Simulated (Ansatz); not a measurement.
Be:
```xyz
2
Lattice="2.2627 0.0000 0.0000 -1.1313 1.9595 0.0000 0.0000 0.0000 3.5667" Properties=species:S:1:pos:R:3 pbc="T T T"
Be     0.0000     1.3064     2.6750
Be     1.1313     0.6532     0.8917
```

Relaxed with PBE. Special points in fractions of this cell's reciprocal vectors: Γ (0.000, 0.000, 0.000); M (0.500, 0.000, 0.000); K (0.333, 0.333, 0.000); A (0.000, 0.000, 0.500); L (0.500, 0.000, 0.500); H (0.333, 0.333, 0.500).

Question: List the band energies nearest the Fermi level at these points for the program Ansatz at the PBE level (PAW).

Answer: In eV from the Fermi level; about four levels below and three above (degenerate sets whole), none deeper than 8.9 eV; … stands for higher levels left out; points with the same levels are listed once.

| k | below | above |
|---|---|---|
| Γ | -4.49 | 1.05 … |
| M | -5.05 -3.17 | 3.59 6.45 … |
| K | -2.51 -1.04 -1.04 | … |
| A | – | 10.63 10.63 … |
| L | -3.66 -3.66 | 1.53 1.53 … |
| H | -1.17 -1.17 | 0.32 0.32 … |

Space group P6_3/mmc (hcp (Mg type)). The cell was relaxed with PBE under the symmetry of its start.

Potentials: the later of the program's two PAW sets.
